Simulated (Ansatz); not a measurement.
**Equation of state of boron, simple cubic**

The calculation used DFT, BLYP, plane waves (420 eV) with PAW, scalar-relativistic (Ansatz 0.2.0). (PAW data from PBE, frozen cores regenerated.)

The cell is scaled uniformly from the relaxed one, with fractional coordinates and shape fixed. Energies are extrapolated to zero smearing, pressures are those at the given smearing. Magnetic state: spin not included.

```
V (Å³/atom)  E − E₀ (meV/atom)  P (GPa)
      6.090               82.5    34.62
      6.367               34.9    21.06
      6.644                8.6     9.84
      6.921                0.0     0.57
      7.198                6.0    -7.08
      7.474               24.0   -13.40
      7.751               51.8   -18.61
```

(1) Fit a third-order Birch-Murnaghan equation.

## Answers

(1) V₀ = 6.94 Å³/atom, B₀ = 208 GPa, B₀′ = 3.8.
